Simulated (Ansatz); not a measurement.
Given:

CsSnI₃ (cubic perovskite)

```cif
data_CsI3Sn
_chemical_formula_sum 'Cs1 Sn1 I3'
_space_group_name_H-M_alt 'P 1'
_space_group_IT_number 1
_cell_length_a 6.13591
_cell_length_b 6.13591
_cell_length_c 6.13591
_cell_angle_alpha 90.000
_cell_angle_beta 90.000
_cell_angle_gamma 90.000
loop_
_space_group_symop_operation_xyz
  'x, y, z'
loop_
_atom_site_label
_atom_site_type_symbol
_atom_site_fract_x
_atom_site_fract_y
_atom_site_fract_z
_atom_site_occupancy
Cs1 Cs 0.00000 0.00000 0.00000 1
Sn1 Sn 0.50000 0.50000 0.50000 1
I1 I 0.00000 0.50000 0.50000 1
I2 I 0.50000 0.50000 0.00000 1
I3 I 0.50000 0.00000 0.50000 1
```

The volume is varied about the relaxed value V₀ at fixed cell shape. Symmetry pins the atoms to their sites.

All values below come from PBEsol (plane waves to 420 eV, PAW, scalar-relativistic; Ansatz, a quantum-chemistry and plane-wave program). k mesh 6×6×6 (Γ-centred), Fermi-Dirac smearing 0.05 eV. The energy includes the smearing's −TS. Compression counts positive. CsSnI3 was relaxed with its symmetry unable to fall. Spin-orbit coupling is left out, though I is heavy. This is a high-temperature form of CsSnI3. ΔE is measured from the relaxed starting cell.

The scan covers V/V₀ from 0.900 to 1.100 in 9 points.

Problem. What pressure does the cell carry at V/V₀ = 0.900?

Solution. 2.43 GPa.

Problem. What is ΔE at V/V₀ = 1.100?

Solution. 21.9 meV/atom.

Problem. What is ΔE at V/V₀ = 0.900?

Solution. 31.4 meV/atom.

(Under strain, the slope of the energy per volume gives the stress and its curvature an elastic modulus.)
